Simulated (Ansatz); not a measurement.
Si:
```xyz
4
Lattice="3.8323 0.0000 0.0000 -1.9161 3.3189 0.0000 0.0000 0.0000 6.3409" Properties=species:S:1:pos:R:3 pbc="T T T"
Si     0.0000     2.2126     0.3998
Si     1.9161     1.1063     5.9410
Si     1.9161     1.1063     3.5703
Si     0.0000     2.2126     2.7706
```

Relaxed with r²SCAN.

Question: List the phonon frequencies at the special points (DFPT on a 3×3×2 q-mesh, Fourier-interpolated; DFT-r²SCAN in the program Ansatz with PAW potentials).

Answer: In cm⁻¹.

```
q                                      frequencies
-  -----------------------------------------------
Γ        0 0 0 109 109 385 416 494 494 513 513 514
M  106 145 174 208 317 351 410 424 459 462 484 493
K  203 203 205 228 308 308 385 385 466 470 470 495
A      95 95 95 95 241 241 486 486 500 500 500 500
L  136 136 149 149 376 376 416 416 466 466 473 473
H  146 146 223 223 367 367 384 384 463 463 474 474
```

Space group P6_3/mmc. The first step of the workflow began from a Materials Project structure, measured or hypothetical; the Crystallography Open Database copy checked does not list it. It is not the phase usual at ambient conditions (space group No. 227). The r²SCAN relaxation kept the symmetry of its start; phonons on a q-mesh show no instability.

Potentials: the earlier of the program's two PAW sets.
